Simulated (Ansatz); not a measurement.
Relaxed-ion elastic tensor of V2InC in space group P6_3/mmc (No. 194; V on 4f, In on 2d, C on 2a) in GPa (Voigt order), r²SCAN in the plane-wave PAW code Ansatz; density 7.17 g/cm³, 13.23 Å³ per atom.

```json
[
 {"": "1", "1": "305", "2": "69.8", "3": "105", "4": "0.0", "5": "0.0", "6": "0.0"},
 {"": "2", "1": "69.8", "2": "305", "3": "105", "4": "0.0", "5": "0.0", "6": "0.0"},
 {"": "3", "1": "105", "2": "105", "3": "288", "4": "0.0", "5": "0.0", "6": "0.0"},
 {"": "4", "1": "0.0", "2": "0.0", "3": "0.0", "4": "114", "5": "0.0", "6": "0.0"},
 {"": "5", "1": "0.0", "2": "0.0", "3": "0.0", "4": "0.0", "5": "114", "6": "0.0"},
 {"": "6", "1": "0.0", "2": "0.0", "3": "0.0", "4": "0.0", "5": "0.0", "6": "118"}
]
```

Q: Is the crystal mechanically stable?

A: Yes: the smallest eigenvalue of C is 114 GPa.

Q: Work out the Voigt, Reuss and Hill averages.

A: K_V = 162, K_R = 162, K_H = 162; G_V = 110, G_R = 109, G_H = 110 GPa.

Q: Give Young's modulus, Poisson's ratio, Pugh's ratio and the universal anisotropy index.

A: E = 9KG/(3K + G) = 268 GPa; ν = 0.22; K/G = 1.48 (brittle by the Pugh limit of 1.75); A_U = 5G_V/G_R + K_V/K_R − 6 = 0.06.

Q: Estimate the sound speeds and the Debye temperature.

A: v_l = √((K + 4G/3)/ρ) = 6550 m/s, v_t = √(G/ρ) = 3910 m/s, mean 4330 m/s; Θ = (h/k)(3n/4πV)^(1/3) v_m = 544 K.

Q: Solve the Christoffel equation for the three sound speeds along x, y, z.

A: Eigenvalues of C_ijkl n_j n_l equal ρv². In km/s, slowest first: x 3.98, 4.05, 6.52; y 3.98, 4.05, 6.52; z 3.98, 3.98, 6.34.

Q: How much does each axis shrink under pressure?

A: Linear compressibilities β_i = Σ_j S_ij (j = 1 to 3): x 2.1, y 2.1, z 1.9 per TPa.

The first step of the workflow began from a Materials Project structure, measured or hypothetical; the Crystallography Open Database copy checked does not list it. Its standing as an ambient phase is unchecked. The r²SCAN relaxation kept the symmetry of its start; its stability against distortions is not shown here. No spin polarisation was allowed. As this level gives no gap, shear constants depend on the k-mesh and smearing (Fermi–Dirac, 0.1 eV here). On the denser mesh and wider smearing of the elastic run this cell carries a stress of 0.3 GPa.

Potentials: the later of the program's two PAW sets.
